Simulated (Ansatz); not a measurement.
Clamped-ion strain scan in WC

These are results of DFT PBEsol, scalar-relativistic, plane waves, PAW (Ansatz 0.2.0), not measurements. The runs took a 420 eV cutoff, a Γ-centred 18×18×18 mesh and Gaussian smearing (0.15 eV). Spin–orbit coupling is left out, which can shift energies with elements as heavy as these. No spin polarisation. Energies are free energies at this smearing, counted from the undisturbed cell; pressure is positive in compression.

Reference structure (as given, not relaxed at this level; it stands at -10.1 GPa; this rock-salt form isn't the usual structure):

```
W C
1.0
     0.00000    2.19268    2.19268
     2.19268    0.00000    2.19268
     2.19268    2.19268    0.00000
W C
1 1
Direct
  0.00000 0.00000 0.00000
  0.50000 0.50000 0.50000
```

The cell is strained by ε times the Voigt pattern (1, 0, 0, 0, 0, 0) (xx, yy, zz, yz, xz, xy; engineering shear) with fractional coordinates fixed. The cell is metallic on the mesh throughout. At -10 GPa the given cell is far from its own equilibrium, so these figures belong to a strongly strained crystal.

| ε | ΔE (meV/atom) |
| --- | --- |
| -0.1500 | 889.6 |
| -0.1125 | 402.8 |
| -0.0750 | 132.2 |
| -0.0375 | 14.2 |
| 0.0000 | 0.0 |
| 0.0375 | 53.5 |
| 0.0750 | 145.0 |
| 0.1125 | 255.2 |
| 0.1312 | 313.3 |
| 0.1500 | 371.9 |

(1) Predict the stress summed along the pattern (GPa, tension positive) at each point.

Answers

(1)
| ε | stress summed along the pattern (GPa, tension positive) |
| --- | --- |
| -0.1500 | -250.51 |
| -0.1125 | -148.83 |
| -0.0750 | -74.99 |
| -0.0375 | -23.85 |
| 0.0000 | 10.12 |
| 0.0375 | 30.98 |
| 0.0750 | 41.95 |
| 0.1125 | 46.70 |
| 0.1312 | 47.45 |
| 0.1500 | 47.36 |